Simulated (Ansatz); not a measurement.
A relaxation computed with Ansatz, from input to last step.

```yaml
crystal:
  lattice:
    - [2.952255265, 1.7044853719, 2.7727496158]
    - [-2.952255265, 1.7044853719, 2.7727496158]
    - [0.0, -3.4089707439, 2.7727496158]
  atoms:
    - { symbol: Na, position: [0.269, 0.269, 0.269] }
    - { symbol: Na, position: [0.731, 0.731, 0.731] }
    - { symbol: B, position: [0.797, 0.252, 0.797] }
    - { symbol: B, position: [0.797, 0.797, 0.252] }
    - { symbol: B, position: [0.252, 0.797, 0.797] }
    - { symbol: B, position: [0.203, 0.748, 0.203] }
    - { symbol: B, position: [0.748, 0.203, 0.203] }
    - { symbol: B, position: [0.203, 0.203, 0.748] }
basis:
  ecutwfc: 420
kpoints:
  mp_grid: { grid: [6, 6, 6] }
hamiltonian:
  xc: pbe
scf:
  occupations: { method: gaussian, width: 0.1 }
  lower_state_search: "off"
output:
  forces: true
  stress: true
  eigenvalues: true
relax:
  adjacent_minimum: "off"
  f_tol: 0.04
  max_steps: 70
  cell: { stress_tol: 0.4 }
```

```bash
ansatz run input.yaml --threads 1 --pin off --max-ram 2560MiB --backend cpu --events-out ev --progress --plain --runs-dir out
```

These are results of DFT PBE, scalar-relativistic, plane waves, PAW (Ansatz), not measurements.

Of 13 frames 10 are shown, positions in Å and forces in eV/Å; the SCF threshold varies from step to step. Steps run on the plane waves of an earlier cell, with a Pulay correction in the pressure. The basis is chosen afresh for the last frame, the zero of the energies, and at times for earlier ones too; energy and pressure step there, also at an unchanged geometry. Here that happened at step 11 (-5 meV/atom, 0.4 GPa); the frames before carry an error of that size. The mark taken_back stands on steps that the optimiser undid.

```xyz
8
Lattice="2.9523 1.7045 2.7727 -2.9523 1.7045 2.7727 0.0000 -3.4090 2.7727" Properties=species:S:1:pos:R:3:forces:R:3 pbc="T T T" step=1 free_energy_over_end_meV_per_atom=934.41 pressure_GPa=5.63
Na    0.0000    0.0000    2.2376    0.0000    0.0000   -0.9935
Na    0.0000    0.0000    6.0806    0.0000    0.0000    0.9935
B     1.6090   -0.9289    5.1185    2.5104   -1.4494    0.6425
B     0.0000    1.8579    5.1185    0.0000    2.8988    0.6425
B    -1.6090   -0.9289    5.1185   -2.5104   -1.4494    0.6425
B    -1.6090    0.9289    3.1998   -2.5104    1.4494   -0.6425
B     1.6090    0.9289    3.1998    2.5104    1.4494   -0.6425
B     0.0000   -1.8579    3.1998    0.0000   -2.8988   -0.6425
8
Lattice="2.9771 1.7188 2.8931 -2.9771 1.7188 2.8931 0.0000 -3.4376 2.8931" Properties=species:S:1:pos:R:3:forces:R:3 pbc="T T T" step=2 free_energy_over_end_meV_per_atom=695.18 pressure_GPa=2.91
Na    0.0000    0.0000    2.4672    0.0000    0.0000   -0.1322
Na    0.0000    0.0000    6.2120    0.0000    0.0000    0.1322
B     1.7464   -1.0083    5.3169    1.4818   -0.8555    0.5892
B     0.0000    2.0166    5.3169    0.0000    1.7110    0.5892
B    -1.7464   -1.0083    5.3169   -1.4818   -0.8555    0.5892
B    -1.7464    1.0083    3.3623   -1.4818    0.8555   -0.5892
B     1.7464    1.0083    3.3623    1.4818    0.8555   -0.5892
B     0.0000   -2.0166    3.3623    0.0000   -1.7110   -0.5892
8
Lattice="3.1311 1.8078 2.8762 -3.1311 1.8078 2.8762 0.0000 -3.6155 2.8762" Properties=species:S:1:pos:R:3:forces:R:3 pbc="T T T" step=4 free_energy_over_end_meV_per_atom=472.71 pressure_GPa=1.47
Na    0.0000    0.0000    2.8582    0.0000    0.0000    0.0981
Na    0.0000    0.0000    5.7703    0.0000    0.0000   -0.0981
B     2.0628   -1.1910    5.2211    0.6275   -0.3623   -1.7539
B     0.0000    2.3820    5.2211    0.0000    0.7246   -1.7539
B    -2.0628   -1.1910    5.2211   -0.6275   -0.3623   -1.7539
B    -2.0628    1.1910    3.4073   -0.6275    0.3623    1.7539
B     2.0628    1.1910    3.4073    0.6275    0.3623    1.7539
B     0.0000   -2.3820    3.4073    0.0000   -0.7246    1.7539
8
Lattice="3.1220 1.8025 2.9053 -3.1220 1.8025 2.9053 0.0000 -3.6050 2.9053" Properties=species:S:1:pos:R:3:forces:R:3 pbc="T T T" step=5 free_energy_over_end_meV_per_atom=185.07 pressure_GPa=-2.71
Na    0.0000    0.0000    3.0941    0.0000    0.0000   -0.7072
Na    0.0000    0.0000    5.6218    0.0000    0.0000    0.7072
B     2.1672   -1.2512    5.1903    1.5993   -0.9234   -1.6786
B     0.0000    2.5024    5.1903    0.0000    1.8467   -1.6786
B    -2.1672   -1.2512    5.1903   -1.5993   -0.9234   -1.6786
B    -2.1672    1.2512    3.5257   -1.5993    0.9234    1.6786
B     2.1672    1.2512    3.5257    1.5993    0.9234    1.6786
B     0.0000   -2.5024    3.5257    0.0000   -1.8467    1.6786
8
Lattice="3.0702 1.7726 2.9968 -3.0702 1.7726 2.9968 0.0000 -3.5451 2.9968" Properties=species:S:1:pos:R:3:forces:R:3 pbc="T T T" step=6 free_energy_over_end_meV_per_atom=190.60 pressure_GPa=8.28 taken_back
Na    0.0000    0.0000    3.3648    0.0000    0.0000   -1.4576
Na    0.0000    0.0000    5.6255    0.0000    0.0000    1.4576
B     2.2806   -1.3167    5.2483   -3.2242    1.8615    0.5816
B     0.0000    2.6334    5.2483    0.0000   -3.7229    0.5816
B    -2.2806   -1.3167    5.2483    3.2242    1.8615    0.5816
B    -2.2806    1.3167    3.7420    3.2242   -1.8615   -0.5816
B     2.2806    1.3167    3.7420   -3.2242   -1.8615   -0.5816
B     0.0000   -2.6334    3.7420    0.0000    3.7229   -0.5816
8
Lattice="3.0145 1.7404 3.0378 -3.0145 1.7404 3.0378 0.0000 -3.4808 3.0378" Properties=species:S:1:pos:R:3:forces:R:3 pbc="T T T" step=8 free_energy_over_end_meV_per_atom=16.88 pressure_GPa=1.35
Na    0.0000    0.0000    3.1401    0.0000    0.0000   -0.0845
Na    0.0000    0.0000    5.9734    0.0000    0.0000    0.0845
B     2.1658   -1.2504    5.3712   -0.4928    0.2845    0.0384
B     0.0000    2.5009    5.3712    0.0000   -0.5690    0.0384
B    -2.1658   -1.2504    5.3712    0.4928    0.2845    0.0384
B    -2.1658    1.2504    3.7423    0.4928   -0.2845   -0.0384
B     2.1658    1.2504    3.7423   -0.4928   -0.2845   -0.0384
B     0.0000   -2.5009    3.7423    0.0000    0.5690   -0.0384
8
Lattice="2.9445 1.7000 3.1336 -2.9445 1.7000 3.1336 0.0000 -3.4000 3.1336" Properties=species:S:1:pos:R:3:forces:R:3 pbc="T T T" step=9 free_energy_over_end_meV_per_atom=5.11 pressure_GPa=-0.12
Na    0.0000    0.0000    3.1414    0.0000    0.0000    0.0012
Na    0.0000    0.0000    6.2596    0.0000    0.0000   -0.0012
B     2.0826   -1.2024    5.5613    0.1012   -0.0584    0.0262
B     0.0000    2.4048    5.5613    0.0000    0.1168    0.0262
B    -2.0826   -1.2024    5.5613   -0.1012   -0.0584    0.0262
B    -2.0826    1.2024    3.8396   -0.1012    0.0584   -0.0262
B     2.0826    1.2024    3.8396    0.1012    0.0584   -0.0262
B     0.0000   -2.4048    3.8396    0.0000   -0.1168   -0.0262
8
Lattice="2.9476 1.7018 3.1410 -2.9476 1.7018 3.1410 0.0000 -3.4036 3.1410" Properties=species:S:1:pos:R:3:forces:R:3 pbc="T T T" step=10 free_energy_over_end_meV_per_atom=4.94 pressure_GPa=0.04
Na    0.0000    0.0000    3.1497    0.0000    0.0000   -0.0063
Na    0.0000    0.0000    6.2733    0.0000    0.0000    0.0063
B     2.0884   -1.2057    5.5755    0.0050   -0.0029    0.0170
B     0.0000    2.4114    5.5755    0.0000    0.0057    0.0170
B    -2.0884   -1.2057    5.5755   -0.0050   -0.0029    0.0170
B    -2.0884    1.2057    3.8474   -0.0050    0.0029   -0.0170
B     2.0884    1.2057    3.8474    0.0050    0.0029   -0.0170
B     0.0000   -2.4114    3.8474    0.0000   -0.0057   -0.0170
8
Lattice="2.9554 1.7063 3.1655 -2.9554 1.7063 3.1655 0.0000 -3.4126 3.1655" Properties=species:S:1:pos:R:3:forces:R:3 pbc="T T T" step=12 free_energy_over_end_meV_per_atom=0.18 pressure_GPa=0.14
Na    0.0000    0.0000    3.1636    0.0000    0.0000   -0.0097
Na    0.0000    0.0000    6.3330    0.0000    0.0000    0.0097
B     2.0961   -1.2102    5.6254   -0.0063    0.0037   -0.0150
B     0.0000    2.4204    5.6254    0.0000   -0.0073   -0.0150
B    -2.0961   -1.2102    5.6254    0.0063    0.0037   -0.0150
B    -2.0961    1.2102    3.8713    0.0063   -0.0037    0.0150
B     2.0961    1.2102    3.8713   -0.0063   -0.0037    0.0150
B     0.0000   -2.4204    3.8713    0.0000    0.0073    0.0150
8
Lattice="2.9554 1.7063 3.1655 -2.9554 1.7063 3.1655 0.0000 -3.4126 3.1655" Properties=species:S:1:pos:R:3:forces:R:3 pbc="T T T" step=13 free_energy_over_end_meV_per_atom=0.00 pressure_GPa=0.14
Na    0.0000    0.0000    3.1636    0.0000    0.0000   -0.0096
Na    0.0000    0.0000    6.3330    0.0000    0.0000    0.0096
B     2.0961   -1.2102    5.6254   -0.0061    0.0035   -0.0146
B     0.0000    2.4204    5.6254    0.0000   -0.0070   -0.0146
B    -2.0961   -1.2102    5.6254    0.0061    0.0035   -0.0146
B    -2.0961    1.2102    3.8713    0.0061   -0.0035    0.0146
B     2.0961    1.2102    3.8713   -0.0061   -0.0035    0.0146
B     0.0000   -2.4204    3.8713    0.0000    0.0070    0.0146
```

The start puts this composition into another compound's structure type, which needn't suit it. At the end the space group is R-3m (tolerance 0.05 Å).

Time: 100 s on 1 thread of Intel(R) Xeon(R) Platinum 8259CL CPU @ 2.50GHz (Skylake/Cascade Lake), with other jobs on the host, peak memory 0.43 GiB.

The k mesh is coarse.